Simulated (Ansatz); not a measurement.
Input and output for bcc Mo (110), 4 layers: DFT, PBE, all-electron LAPW, scalar-relativistic (Ansatz 0.2.0).

The slab is cut from a bulk crystal relaxed on PAW files (its atoms may have been relaxed since).

Command: `ansatz run input.yaml --threads 1 --pin off --max-ram 3584MiB --backend cpu --events-out ev --progress --plain --runs-dir out` It took 4.7 min on 1 thread of Arm Neoverse V2, with other jobs on the host, peak memory 0.82 GiB.

```yaml
crystal:
  lattice:
    - [2.7373676609, 0.0, 0.0]
    - [-0.912455887, 2.5808149808, 0.0]
    - [0.0, 0.0, 22.7052]
  atoms:
    - { symbol: Mo, position: [0.25, 0.25, 0.3523432076] }
    - { symbol: Mo, position: [0.75, 0.75, 0.4507810688] }
    - { symbol: Mo, position: [0.25, 0.25, 0.5492189306] }
    - { symbol: Mo, position: [0.75, 0.75, 0.6476567924] }
kpoints:
  mp_grid: { grid: [13, 13, 1] }
scf:
  occupations: { method: fermi_dirac, width: 0.1 }
hamiltonian:
  xc: pbe
  pseudopotentials: { kind: all_electron, lapw: { basis_error: 0.001 } }
output:
  forces: true
  stress: true
  eigenvalues: true
  populations: true
  dos: { projected: true, de: 0.2, e_range: [-14, 8] }
efield:
  axis: 3
  amplitude: 0
  dipole_correction: true
```

Output:

```
Mo: projections on atomic orbitals take those of the free atom 1s2 2s2 2p6 3s2 3p6 3d10 4s2 4p6 4d5 5s1, of charge +0.00 (hamiltonian.pseudopotentials.projection_atoms)
LAPW: plane waves up to 8.098 Å⁻¹, error target 1.0e-3 eV per atom; small_component_spin mean_spin; Mo in spheres of 1.369 Å, 30 of its electrons in bands, Dirac shells [] (how accurate: hamiltonian.pseudopotentials.lapw.basis_error, Limitations)
Engine: ansatz 0.2.0
Pseudopotentials: kind: all_electron
Pseudopotential: Mo, LAPW, valence charge 30, lapw/all_electron/scalar/gaussian/Mo, Koelling and Harmon's equation, gaussian nucleus
Functional definition: PBE
  parameter kappa = 0.804
  parameter beta = 0.06672455060314922
  exchange = pbe_x(kappa = kappa, mu = beta*pi^2/3)
  correlation = pbe_c(beta = beta)
Crystal: 4 atoms, lattice volume = 160.404 Å³
Basis set: ecut = 249.86232025622502 eV, 1455 PW (Γ), exchange–correlation at level 2
Bands: 72, of which v1, the nominal top of the filled ones, is band 60 counted from 1 (59 counted from 0)
Symmetry: 4 space group operations
k-points: 49 of 169
Non-local potential: Mo, projectors of the file, none
Initial density: superposition of atomic densities (neutral atoms: chi_scale 0, normalization atom)
Initial wavefunctions: plane waves of lowest kinetic energy (no species holds an atomic orbital)
Functional: x = pbe(κ = 0.804, μ = 0.2195149727645171), c = pbe(β = 0.06672455060314922)
iter 1 solved again at ethr=1.11e-2 eV; its pass at ethr=1.00e-1 eV (dr2=1.34e1 eV) is discarded
SCF iter   1: F=—  HF=-440711.932699 eV  |F-HF|=—  |Δ(HF+E_count)|=         —  Δρ=3.94e-2  dr2=1.34e1  ethr=1.11e-2  p=-0.000 e·Å  D=-8.90e-14 V/Å  ΔV_dip=0.00 eV  dr2_dipole=1.01e-13  V_vac-E_F(+/−)=6.08/6.08 eV  ⟨swp⟩=2.0  Hψ=20835  notcnv=0
efield: sawtooth ramp at fractional position 0.9500 (placed from the atoms, in the widest stretch of the axis that holds none; the zero of the levels goes with the place), width 0.1000; the density the first Hamiltonian is built on has a dipole p = -0.000 e·Å; the dipole correction subtracts the counter field D = -1.68e-13 V/Å, which shifts the + side's vacuum level by +0.00 eV against the − side's; the planar-averaged density in the ramp window peaks in size at 4.3e-6 e/Å³
preconditioner: auto → LDOS  [metal: Δε(μ)=0.007 eV  Ē_g=5.638 eV  σ=0.100 eV  W_gap=0.02  n_scr=46 (ndim 8)  ℏωp=14.4 eV  f_vac=0.556  D(μ)=4.40/eV (n_scr^D=16)  β→1.0]
SCF iter   2: F=—  HF=-440709.515302 eV  |F-HF|=—  |Δ(HF+E_count)|=    2.42e0  Δρ=1.77e-2  dr2=1.76e0  ethr=1.11e-2  p=0.000 e·Å  D=5.43e-7 V/Å  ΔV_dip=-0.00 eV  dr2_dipole=5.99e-10  V_vac-E_F(+/−)=4.94/4.94 eV  ⟨swp⟩=3.0  Hψ=10006  notcnv=0
iter 3 solved again at ethr=1.31e-4 eV; its pass at ethr=1.46e-3 eV (dr2=1.58e-1 eV) is discarded
SCF iter   3: F=—  HF=-440708.963223 eV  |F-HF|=—  |Δ(HF+E_count)|=   5.52e-1  Δρ=6.19e-3  dr2=1.58e-1  ethr=1.31e-4  p=0.000 e·Å  D=5.14e-7 V/Å  ΔV_dip=-0.00 eV  dr2_dipole=6.71e-12  V_vac-E_F(+/−)=4.99/4.99 eV  ⟨swp⟩=2.0  Hψ=19139  notcnv=0
SCF iter   4: F=—  HF=-440708.897802 eV  |F-HF|=—  |Δ(HF+E_count)|=         —  Δρ=2.17e-3  dr2=1.03e-2  ethr=1.31e-4  p=0.000 e·Å  D=9.63e-10 V/Å  ΔV_dip=-0.00 eV  dr2_dipole=1.40e-12  V_vac-E_F(+/−)=4.82/4.82 eV  ⟨swp⟩=3.0  Hψ=11521  notcnv=0
the basis was enlarged: its passes take 1.4 MiB over the memory plan, 1 of 1 planned eigensolver slots
SCF iter   5: F=—  HF=-440708.896882 eV  |F-HF|=—  |Δ(HF+E_count)|=   9.20e-4  Δρ=7.12e-4  dr2=2.92e-3  ethr=8.59e-6  p=0.000 e·Å  D=1.90e-8 V/Å  ΔV_dip=-0.00 eV  dr2_dipole=1.71e-12  V_vac-E_F(+/−)=4.76/4.76 eV  ⟨swp⟩=3.0  Hψ=11321  notcnv=0
SCF iter   6: F=—  HF=-440708.896433 eV  |F-HF|=—  |Δ(HF+E_count)|=   4.49e-4  Δρ=2.14e-4  dr2=2.28e-4  ethr=2.43e-6  p=0.000 e·Å  D=2.03e-8 V/Å  ΔV_dip=-0.00 eV  dr2_dipole=1.77e-13  V_vac-E_F(+/−)=4.73/4.73 eV  ⟨swp⟩=2.7  Hψ=10716  notcnv=0
SCF iter   7: F=—  HF=-440708.896453 eV  |F-HF|=—  |Δ(HF+E_count)|=   1.97e-5  Δρ=9.04e-5  dr2=4.63e-5  ethr=1.90e-7  p=0.000 e·Å  D=7.04e-9 V/Å  ΔV_dip=-0.00 eV  dr2_dipole=4.36e-17  V_vac-E_F(+/−)=4.71/4.71 eV  ⟨swp⟩=2.7  Hψ=10747  notcnv=0
SCF iter   8: F=—  HF=-440708.896465 eV  |F-HF|=—  |Δ(HF+E_count)|=   1.26e-5  Δρ=2.66e-5  dr2=4.42e-6  ethr=3.85e-8  p=0.000 e·Å  D=1.43e-8 V/Å  ΔV_dip=-0.00 eV  dr2_dipole=2.07e-15  V_vac-E_F(+/−)=4.70/4.70 eV  ⟨swp⟩=3.0  Hψ=11373  notcnv=0
SCF iter   9: F=—  HF=-440708.896464 eV  |F-HF|=—  |Δ(HF+E_count)|=   1.31e-6  Δρ=8.33e-6  dr2=3.16e-7  ethr=3.68e-9  p=0.000 e·Å  D=3.11e-9 V/Å  ΔV_dip=-0.00 eV  dr2_dipole=9.13e-18  V_vac-E_F(+/−)=4.69/4.69 eV  ⟨swp⟩=3.0  Hψ=11368  notcnv=0
SCF iter  10: F=-440708.896464 eV  HF=-440708.896464 eV  |F-HF|=5.88e-9  |Δ(HF+E_count)|=   2.00e-7  Δρ=1.86e-6  dr2=6.84e-9  ethr=2.63e-10  p=0.000 e·Å  D=1.05e-9 V/Å  ΔV_dip=-0.00 eV  dr2_dipole=1.78e-15  V_vac-E_F(+/−)=4.69/4.69 eV  ⟨swp⟩=3.0  Hψ=11366  notcnv=0
SCF 1 converged in 10 iterations: F = -440708.896464 eV  dr2 = 6.84e-9
SCF converged after 10 iterations
Free energy (F): -440708.896464 eV
Harris-Foulkes:  -440708.896464 eV  (|F-HF|=5.88e-9)
Internal energy: -440708.766069 eV  (E = F + TS)
E sigma→0 (E₀):  -440708.831267 eV
Entropy (-TS):   -0.130395 eV (-32.599 meV/atom)
Fermi energy:    6.400533 eV
Dipole field:    D = 0.000000 V/Å  (p = 0.000000 e·Å, saw-weighted, corrected)
Work function:   Φ+ = 4.6895 eV   Φ− = 4.6895 eV
Levels:          The Fermi level and band energies are counted from a zero that moves with the ramp; work functions are not
--- Per-component energies (eV) ---
  E_band       = -18361.622823
  E_kinetic    = 456697.395591
  E_xc         = -13480.308530
  E_efield     = 0.000000  (sawtooth field / dipole correction)
  E_electrostatic = -883925.853130  (all electrons and nuclei)
  E_smearing   = -0.130395  (= −TS)
  E_closure    = 0.000000  (closes the sum)
  E_atoms      = -440667.692898  (free atoms, spherical and without spin; not in F)
  Σ components = -440708.896464   (vs F -440708.896464, Δ=0.00e0)
  Basis errors (estimates in eV, not in F): energy 2.9e-4 per atom: plane waves 2.6e-4 (1.5e-4 summed), levels above the bands 7.4e-20, relativity 6.5e-8, radial functions 3.5e-5, core shells 1.4e-7; eigenvalues (radial functions only) 8.7e-7; not estimated: angular momenta, meshes, grids; target (lapw.basis_error) 1.0e-3; muffin-tin radii Mo 1.369 Å
--- Forces (eV/Å), atoms counted from 1 ---
  atom   1  Mo     0.00000000     0.00000000     0.60104091
  atom   2  Mo     0.00000000     0.00000000    -0.57365156
  atom   3  Mo     0.00000000     0.00000000     0.57365145
  atom   4  Mo     0.00000000     0.00000000    -0.60104068
  max |Σ_I F_I| component: 1.15e-7 eV/Å
--- Stress (GPa, compression-positive) ---
       -4.455819      -0.119092       0.000000
       -0.119092      -4.540030      -0.000000
        0.000000      -0.000000      -2.744053
  P = ⅓ Tr σ = -3.9133 GPa (-39.133 kbar)
--- Band table (eV; the first three rows and the last of 49) ---
  k-point 0: bands = ["-369.6260", "-369.6260", "-369.6229", "-369.6229", "-369.6125", "-369.6125", "-369.4612", "-369.4612", "-369.4414", "-369.4414", "-369.4366", "-369.4366", "-211.5223", "-211.5223", "-211.5182", "-211.5182", "-211.4958", "-211.4958", "-211.4870", "-211.4870", "-211.4867", "-211.4867", "-211.3422", "-211.3422", "-211.3369", "-211.3369", "-211.3224", "-211.3224", "-211.3207", "-211.3207", "-211.3008", "-211.3008", "-54.9522", "-54.8342", "-54.6416", "-54.6324", "-29.4518", "-29.0636", "-28.6433", "-28.6374", "-28.4503", "-28.3463", "-28.3086", "-28.3030", "-28.1878", "-28.1642", "-28.0317", "-28.0317", "-0.3606", "0.8471", "1.3611", "1.6454", "3.1586", "3.7780", "4.4541", "4.8415", "4.9001", "4.9838", "5.1984", "5.4794", "6.4551", "6.8586", "7.4494", "7.5636", "7.6721", "7.9973", "7.9989", "8.0655", "8.2065", "8.5275", "8.6437", "8.6684"]
  k-point 1: bands = ["-369.6260", "-369.6260", "-369.6229", "-369.6229", "-369.6125", "-369.6125", "-369.4612", "-369.4612", "-369.4414", "-369.4414", "-369.4366", "-369.4366", "-211.5223", "-211.5223", "-211.5182", "-211.5182", "-211.4958", "-211.4958", "-211.4870", "-211.4870", "-211.4867", "-211.4867", "-211.3422", "-211.3422", "-211.3369", "-211.3369", "-211.3224", "-211.3224", "-211.3207", "-211.3207", "-211.3008", "-211.3008", "-54.9425", "-54.8275", "-54.6351", "-54.6266", "-29.4331", "-29.0669", "-28.6739", "-28.6571", "-28.4440", "-28.3721", "-28.3385", "-28.3325", "-28.2018", "-28.1982", "-28.0598", "-28.0593", "-0.1750", "1.0256", "1.5385", "1.8357", "3.2074", "3.8117", "4.4830", "4.7247", "4.8058", "4.9214", "5.1587", "5.6230", "6.2044", "6.8750", "7.1386", "7.4325", "7.5150", "7.8924", "7.9752", "8.0548", "8.3091", "8.5857", "8.8677", "8.9993"]
  k-point 2: bands = ["-369.6260", "-369.6260", "-369.6229", "-369.6229", "-369.6125", "-369.6125", "-369.4612", "-369.4612", "-369.4414", "-369.4414", "-369.4366", "-369.4366", "-211.5223", "-211.5223", "-211.5182", "-211.5182", "-211.4958", "-211.4958", "-211.4870", "-211.4870", "-211.4867", "-211.4867", "-211.3422", "-211.3422", "-211.3369", "-211.3369", "-211.3224", "-211.3224", "-211.3207", "-211.3207", "-211.3008", "-211.3008", "-54.9154", "-54.8091", "-54.6171", "-54.6105", "-29.3813", "-29.0900", "-28.7821", "-28.7060", "-28.4683", "-28.4598", "-28.3960", "-28.3845", "-28.3062", "-28.2635", "-28.0973", "-28.0965", "0.3314", "1.4687", "1.9992", "2.3005", "3.3274", "3.8853", "4.3869", "4.4220", "4.5810", "4.7410", "5.4294", "5.5262", "6.1451", "6.2537", "7.2975", "7.3596", "7.5577", "7.7126", "7.9970", "8.0672", "8.3827", "8.6526", "8.9689", "9.6970"]
  k-point 48: bands = ["-369.6260", "-369.6260", "-369.6229", "-369.6229", "-369.6125", "-369.6125", "-369.4612", "-369.4612", "-369.4414", "-369.4414", "-369.4366", "-369.4366", "-211.5223", "-211.5223", "-211.5182", "-211.5182", "-211.4958", "-211.4958", "-211.4870", "-211.4870", "-211.4867", "-211.4867", "-211.3422", "-211.3422", "-211.3369", "-211.3369", "-211.3224", "-211.3224", "-211.3207", "-211.3207", "-211.3008", "-211.3008", "-54.7141", "-54.6277", "-54.4367", "-54.4331", "-29.5622", "-29.3773", "-29.1301", "-29.1272", "-29.0999", "-29.0734", "-28.9120", "-28.7949", "-28.6390", "-28.6057", "-28.4966", "-28.3133", "1.3189", "1.4455", "1.4670", "2.2292", "2.3741", "2.6995", "3.5336", "4.4716", "5.0390", "6.6713", "7.0049", "7.1048", "7.3546", "7.6945", "8.8271", "9.1955", "9.2232", "10.0903", "10.4373", "10.7716", "10.8596", "11.4713", "13.2839", "14.1007"]
--- Löwdin populations: 4 sites ---
  site symbol       q [e]
     0     Mo     41.9577
     1     Mo     41.9028
     2     Mo     41.9028
     3     Mo     41.9577
  spilling = 0.001660 (of n_electrons = 168.000000)
```

populations.tsv:

```
# site	symbol	l	j	q
# orbitals = lowdin
# n_electrons = 168.000000
# spilling = 0.001660
# projection_atom_Mo: 1s2 2s2 2p6 3s2 3p6 3d10 4s2 4p6 4d5 5s1
0	Mo	0_1S	-	1.999997
0	Mo	0_2S	-	1.999854
0	Mo	0_3S	-	1.997484
0	Mo	0_4S	-	1.955829
0	Mo	0_5S	-	0.817077
0	Mo	1_2P	-	6.000000
0	Mo	1_3P	-	5.999914
0	Mo	1_4P	-	5.985330
0	Mo	2_3D	-	9.999979
0	Mo	2_4D	-	5.202280
1	Mo	0_1S	-	1.999996
1	Mo	0_2S	-	1.999806
1	Mo	0_3S	-	1.996648
1	Mo	0_4S	-	1.941652
1	Mo	0_5S	-	0.763991
1	Mo	1_2P	-	6.000000
1	Mo	1_3P	-	5.999923
1	Mo	1_4P	-	5.987431
1	Mo	2_3D	-	9.999972
1	Mo	2_4D	-	5.213390
2	Mo	0_1S	-	1.999996
2	Mo	0_2S	-	1.999806
2	Mo	0_3S	-	1.996648
2	Mo	0_4S	-	1.941652
2	Mo	0_5S	-	0.763991
2	Mo	1_2P	-	6.000000
2	Mo	1_3P	-	5.999923
2	Mo	1_4P	-	5.987431
2	Mo	2_3D	-	9.999972
2	Mo	2_4D	-	5.213390
3	Mo	0_1S	-	1.999997
3	Mo	0_2S	-	1.999854
3	Mo	0_3S	-	1.997484
3	Mo	0_4S	-	1.955829
3	Mo	0_5S	-	0.817077
3	Mo	1_2P	-	6.000000
3	Mo	1_3P	-	5.999914
3	Mo	1_4P	-	5.985330
3	Mo	2_3D	-	9.999979
3	Mo	2_4D	-	5.202280
```

Next run (atoms relaxed), as changes to the input before:

```diff
   atoms:
-    - { symbol: Mo, position: [0.25, 0.25, 0.3523432076] }
-    - { symbol: Mo, position: [0.75, 0.75, 0.4507810688] }
-    - { symbol: Mo, position: [0.25, 0.25, 0.5492189306] }
-    - { symbol: Mo, position: [0.75, 0.75, 0.6476567924] }
+    - { symbol: Mo, position: [0.25, 0.25, 0.3560123116] }
+    - { symbol: Mo, position: [0.75, 0.75, 0.4503581334] }
+    - { symbol: Mo, position: [0.25, 0.25, 0.5496418663] }
+    - { symbol: Mo, position: [0.75, 0.75, 0.6439876881] }
 kpoints:
   eigenvalues: true
-  populations: true
-  dos: { projected: true, de: 0.2, e_range: [-14, 8] }
+relax:
+  f_tol: 0.01
+  max_steps: 12
 efield:
```

Results part of the output:

```
SCF converged after 4 iterations
Free energy (F): -440708.953360 eV
Harris-Foulkes:  -440708.953360 eV  (|F-HF|=1.04e-8)
Internal energy: -440708.824790 eV  (E = F + TS)
E sigma→0 (E₀):  -440708.889075 eV
Entropy (-TS):   -0.128570 eV (-32.143 meV/atom)
Fermi energy:    6.452286 eV
Dipole field:    D = 0.000000 V/Å  (p = 0.000000 e·Å, saw-weighted, corrected)
Work function:   Φ+ = 4.5866 eV   Φ− = 4.5866 eV
Levels:          The Fermi level and band energies are counted from a zero that moves with the ramp; work functions are not
[... lines left out ...]
  k-point 1: bands = ["-369.5284", "-369.5284", "-369.5281", "-369.5281", "-369.5174", "-369.5174", "-369.3518", "-369.3518", "-369.3317", "-369.3317", "-369.3254", "-369.3254", "-211.4264", "-211.4264", "-211.4205", "-211.4205", "-211.4001", "-211.4001", "-211.3912", "-211.3912", "-211.3912", "-211.3912", "-211.2328", "-211.2328", "-211.2277", "-211.2277", "-211.2114", "-211.2114", "-211.2080", "-211.2080", "-211.1909", "-211.1909", "-54.8772", "-54.7735", "-54.5463", "-54.5342", "-29.4240", "-29.0812", "-28.6128", "-28.5881", "-28.3767", "-28.2716", "-28.2646", "-28.2532", "-28.1021", "-28.1014", "-27.9914", "-27.9905", "-0.1574", "1.0520", "1.4819", "1.8062", "3.1651", "3.6999", "4.5814", "4.7757", "4.8498", "4.9815", "5.2870", "5.6121", "6.3258", "6.8098", "7.1786", "7.4274", "7.6366", "7.9168", "8.0532", "8.1500", "8.3405", "8.6348", "8.9558", "9.2542"]
  k-point 2: bands = ["-369.5284", "-369.5284", "-369.5281", "-369.5281", "-369.5174", "-369.5174", "-369.3518", "-369.3518", "-369.3317", "-369.3317", "-369.3254", "-369.3254", "-211.4264", "-211.4264", "-211.4205", "-211.4205", "-211.4001", "-211.4001", "-211.3912", "-211.3912", "-211.3912", "-211.3912", "-211.2328", "-211.2328", "-211.2277", "-211.2277", "-211.2114", "-211.2114", "-211.2080", "-211.2080", "-211.1909", "-211.1909", "-54.8490", "-54.7527", "-54.5296", "-54.5199", "-29.3695", "-29.1020", "-28.7406", "-28.6678", "-28.3707", "-28.3636", "-28.3157", "-28.3119", "-28.2165", "-28.1519", "-28.0242", "-28.0215", "0.3499", "1.4987", "1.9452", "2.2711", "3.2826", "3.7504", "4.3442", "4.4901", "4.6351", "4.8326", "5.5052", "5.6878", "6.2460", "6.2819", "7.2739", "7.3193", "7.6120", "7.7203", "8.0939", "8.1469", "8.4466", "8.7501", "9.0864", "9.9561"]
  k-point 48: bands = ["-369.5284", "-369.5284", "-369.5281", "-369.5281", "-369.5174", "-369.5174", "-369.3518", "-369.3518", "-369.3317", "-369.3317", "-369.3254", "-369.3254", "-211.4264", "-211.4264", "-211.4205", "-211.4205", "-211.4001", "-211.4001", "-211.3912", "-211.3912", "-211.3912", "-211.3912", "-211.2328", "-211.2328", "-211.2277", "-211.2277", "-211.2114", "-211.2114", "-211.2080", "-211.2080", "-211.1908", "-211.1908", "-54.6451", "-54.5664", "-54.3504", "-54.3449", "-29.5103", "-29.3445", "-29.0896", "-29.0688", "-29.0310", "-29.0136", "-28.8975", "-28.7914", "-28.5479", "-28.5043", "-28.3823", "-28.2002", "1.2501", "1.3933", "1.4417", "2.1376", "2.3625", "2.5742", "3.4055", "4.5579", "4.8115", "6.8457", "7.1792", "7.3314", "7.4218", "7.9294", "8.8781", "9.3044", "9.4979", "10.1089", "10.4220", "10.8616", "10.9649", "11.6284", "13.6273", "14.2499"]
--- Relaxed structure (2 steps of the walk, 2 accepted, 0 SCFs on fresh bases) ---
  F+E_penalty+E_count = -440708.95336018 eV   max|allowed force component| = 3.911e-3 eV/Å
  atoms:
    - { symbol: Mo, position: [0.25, 0.25000000000000006, 0.3560123116] }
    - { symbol: Mo, position: [0.75, 0.7500000000000002, 0.4503581334000001] }
    - { symbol: Mo, position: [0.25, 0.25000000000000006, 0.5496418663] }
    - { symbol: Mo, position: [0.75, 0.7500000000000002, 0.6439876881000001] }
```

Next run (vacuum of 11 Å), as changes to the input before:

```diff
-    - [0.0, 0.0, 22.7052]
+    - [0.0, 0.0, 17.5385]
   atoms:
-    - { symbol: Mo, position: [0.25, 0.25, 0.3560123116] }
-    - { symbol: Mo, position: [0.75, 0.75, 0.4503581334] }
-    - { symbol: Mo, position: [0.25, 0.25, 0.5496418663] }
-    - { symbol: Mo, position: [0.75, 0.75, 0.6439876881] }
+    - { symbol: Mo, position: [0.25, 0.25, 0.3135947054] }
+    - { symbol: Mo, position: [0.75, 0.75, 0.4357340419] }
+    - { symbol: Mo, position: [0.25, 0.25, 0.5642659581] }
+    - { symbol: Mo, position: [0.75, 0.75, 0.6864052946] }
 kpoints:
   eigenvalues: true
-relax:
-  f_tol: 0.01
-  max_steps: 12
 efield:
```

Command: `ansatz run input.yaml --threads 1 --pin off --max-ram 3584MiB --backend cpu --events-out ev --progress --plain --runs-dir out` It took 3.9 min on 1 thread of Arm Neoverse V2, on a shared host, peak memory 0.75 GiB.

Results part of the output:

```
WARN: efield: at this solve's end the planar-averaged density reaches 3.33e-4 e/Å³ inside the ramp window [0.8930, 0.1070] (bound 1e-5 e/Å³); the window's nearer edge stands 3.62 Å from this solve's nearest atom along the axis. Its work functions, free energy, forces, stress, dipole, levels and responses can be off, and this figure does not tell by how much. The cell may have no vacuum along `efield.axis`. A short vacuum, a low `basis.ecutwfc` or `basis.ecutrho_ratio` and negative occupations (`scf.occupations.method`) can put density there. See the manual's quickstart, § The vacuum guard
SCF 1 converged in 10 iterations: F = -440708.953382 eV  dr2 = 4.11e-9
SCF converged after 10 iterations
[... lines left out ...]
  k-point 1: bands = ["-366.2751", "-366.2751", "-366.2749", "-366.2749", "-366.2641", "-366.2641", "-366.0987", "-366.0987", "-366.0787", "-366.0787", "-366.0724", "-366.0724", "-208.1732", "-208.1732", "-208.1672", "-208.1672", "-208.1469", "-208.1469", "-208.1379", "-208.1379", "-208.1379", "-208.1379", "-207.9797", "-207.9797", "-207.9746", "-207.9746", "-207.9583", "-207.9583", "-207.9549", "-207.9549", "-207.9378", "-207.9378", "-51.6243", "-51.5205", "-51.2934", "-51.2813", "-26.1711", "-25.8284", "-25.3599", "-25.3352", "-25.1238", "-25.0187", "-25.0117", "-25.0003", "-24.8492", "-24.8485", "-24.7385", "-24.7376", "3.0954", "4.3048", "4.7348", "5.0591", "6.4180", "6.9527", "7.8343", "8.0284", "8.1027", "8.2343", "8.5396", "8.8650", "9.5801", "10.0626", "10.4283", "10.6806", "10.8894", "11.1700", "11.3060", "11.4029", "11.5934", "11.8880", "12.2049", "12.5143"]
  k-point 2: bands = ["-366.2751", "-366.2751", "-366.2749", "-366.2749", "-366.2641", "-366.2641", "-366.0987", "-366.0987", "-366.0787", "-366.0787", "-366.0724", "-366.0724", "-208.1732", "-208.1732", "-208.1672", "-208.1672", "-208.1469", "-208.1469", "-208.1379", "-208.1379", "-208.1379", "-208.1379", "-207.9797", "-207.9797", "-207.9746", "-207.9746", "-207.9583", "-207.9583", "-207.9549", "-207.9549", "-207.9378", "-207.9377", "-51.5961", "-51.4998", "-51.2767", "-51.2670", "-26.1166", "-25.8491", "-25.4877", "-25.4149", "-25.1178", "-25.1106", "-25.0628", "-25.0590", "-24.9636", "-24.8990", "-24.7713", "-24.7686", "3.6028", "4.7515", "5.1981", "5.5239", "6.5355", "7.0033", "7.5970", "7.7430", "7.8880", "8.0854", "8.7581", "8.9407", "9.4982", "9.5355", "10.5263", "10.5723", "10.8632", "10.9736", "11.3468", "11.3997", "11.6992", "12.0031", "12.3367", "13.2354"]
  k-point 48: bands = ["-366.2751", "-366.2751", "-366.2749", "-366.2749", "-366.2641", "-366.2641", "-366.0987", "-366.0987", "-366.0787", "-366.0787", "-366.0724", "-366.0724", "-208.1732", "-208.1732", "-208.1672", "-208.1672", "-208.1468", "-208.1468", "-208.1379", "-208.1379", "-208.1379", "-208.1379", "-207.9797", "-207.9797", "-207.9746", "-207.9746", "-207.9583", "-207.9583", "-207.9549", "-207.9549", "-207.9377", "-207.9377", "-51.3922", "-51.3135", "-51.0975", "-51.0920", "-26.2573", "-26.0916", "-25.8367", "-25.8159", "-25.7781", "-25.7606", "-25.6447", "-25.5385", "-25.2950", "-25.2514", "-25.1294", "-24.9473", "4.5030", "4.6462", "4.6946", "5.3905", "5.6153", "5.8271", "6.6583", "7.8107", "8.0644", "10.0986", "10.4321", "10.5843", "10.6747", "11.1823", "12.1309", "12.5573", "12.7507", "13.3618", "13.6749", "14.1145", "14.2178", "14.8814", "16.8778", "17.5085"]
```

The program warned of electron density in the middle of the vacuum in some runs, so work functions there carry some error.
